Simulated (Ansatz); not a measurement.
Single point in Ansatz 0.2.0 with LDA, no spin polarisation. Cutoff 420 eV, PAW datasets, 5×5×5 Γ-centred k mesh, fermi-dirac filling (width 0.0487 eV).

Computed maps in the lattice plane spanned by a (left to right, 5.49 Å, 17 points from zero) and b (bottom to top, 5.49 Å, 17 points from zero), 120° apart, at height 0.000 along c. The fields are smooth PAW ones with compensation charges, not the true ones near nuclei.

Valence density. Digits on a logarithmic scale: 0 up to 0.03 e/Å³, each further digit a factor of 1.6, 9 from 1.3 e/Å³ up:
```
99854444444455899
98644556655446899
75445678765445788
54457888875455565
44568868865455445
44578668754444444
44688888644455554
44678876444567654
44567654446788764
44555544468888864
44444444578668754
45445545688688654
55655545788887544
78875445678765445
99986445566554468
99985544444444589
99975444444445799
```

ELF. Ten even steps from '0' (0.00) to '9' (0.83):
```
01321111111112310
23211246532112321
32113799862112333
21138976872112222
21279504971121111
21497008941111111
11696489711112221
01588997201477631
01367741027998851
11222111179846961
21111111498007941
21111211794059721
22222112786798311
33332112689973112
21232112356421123
00132111111111231
00232221001222320
```

Task: The cell is Li₃SbS₂O₆. Which atoms lie within 0.2 Å of this plane, and where (fractions of a and b)?

Result: Sb at (0.00, 0.00), S at (0.33, 0.67), S at (0.67, 0.33). The whole cell:
```xyz
12
Lattice="2.7465 4.7523 0.0000 2.7465 -4.7523 0.0000 1.8423 0.0000 -5.1467" Properties=species:S:1:pos:R:3 pbc="T T T"
Sb    0.0000    0.0000    0.0000
S     2.7465   -1.5806    0.0000
S     2.7465    1.5806    0.0000
Li    3.6676   -3.1935   -2.5734
Li    3.6676    3.1935   -2.5734
Li    3.6676    0.0000   -2.5734
O     5.6127    0.0000   -3.9681
O     1.7226    0.0000   -1.1786
O     2.7829    1.5255   -3.9717
O     4.5524    1.5255   -1.1750
O     4.5524   -1.5255   -1.1750
O     2.7829   -1.5255   -3.9717
```

Origin: a known structure type with other elements, at an estimated volume, so it need not be a known compound. Caveats: many states at the Fermi level without spin polarisation, so a magnetic state may lie lower.
